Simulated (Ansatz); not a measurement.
WS2:
```
WS2
1.0
    3.12682     0.00000     0.00000
   -1.56341     2.70791     0.00000
    0.00000     0.00000    12.15594
W S
2 4
Direct
  0.33333   0.66667   0.25000
  0.66667   0.33333   0.75000
  0.33333   0.66667   0.62150
  0.66667   0.33333   0.12150
  0.66667   0.33333   0.37850
  0.33333   0.66667   0.87850
```

Relaxed with LDA.

**Question.** Give the optical modes at the zone centre with their infrared and Raman activity from DFPT, plane-wave PAW LDA (Ansatz code).

**Answer.** Transverse frequencies, without the LO–TO term; a row sums one degenerate level.

```csv
ω (cm⁻¹),degeneracy,IR ((D/Å)²/amu),Raman (Å⁴/amu),activity
28,2,0.00,2.5,Raman
44,1,0.00,0,silent
297,2,0.00,0,silent
300,2,0.00,3.6,Raman
358,2,0.00,850,Raman
358,2,1.00,0,IR
419,1,0.00,0,silent
423,1,0.00,1700,Raman
438,1,0.35,0,IR
441,1,0.00,0,silent
```

**Question.** How high does the top mode go among those that the LO–TO term moves?

**Answer.** 359 cm⁻¹ for q along x, 359 cm⁻¹ for q along y, 439 cm⁻¹ for q along z.

Space group P6_3/mmc. The LDA relaxation kept the symmetry of its start; phonons on a q-mesh show no instability. The run is not spin-polarised. A crystal of weakly bound layers computed without a dispersion correction: the cell and the soft elastic constants depend strongly on that. Scalar-relativistic: spin–orbit coupling is off unless named, which matters more the heavier the elements.

Potentials: the later of the program's two PAW sets.
